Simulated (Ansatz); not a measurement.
According to PBE in the plane-wave PAW code Ansatz, TaAl in the L1₀ or tetragonal B2 structure (P4/mmm) relaxes to a = 2.835 Å, c = 4.185 Å. Al has 12 nearest neighbours from 2.83 Å (cuboctahedral). Against the elements it lies at -21 kJ/mol-atom, with no fitted shifts.

Electronic character: metallic (no gap). Gap from PBE with spin–orbit coupling: none (metallic).

An equation-of-state fit gives a bulk modulus of 156 GPa.

The start of the workflow was typed in or built on a structure type; neither database checked (COD, Materials Project) lists it. Its standing as an ambient phase is unchecked. Symmetry was held in the PBE relaxation; whether a distortion lowers the energy is not shown. The run is not spin-polarised. Axis ratios of metals converge slowly with the k-mesh, so a and c are less sure than the volume. The references are the lowest solids computed at this level, not always the standard phases. Spin–orbit coupling is left out wherever it is not named.

Potentials: the later of the program's two PAW sets.
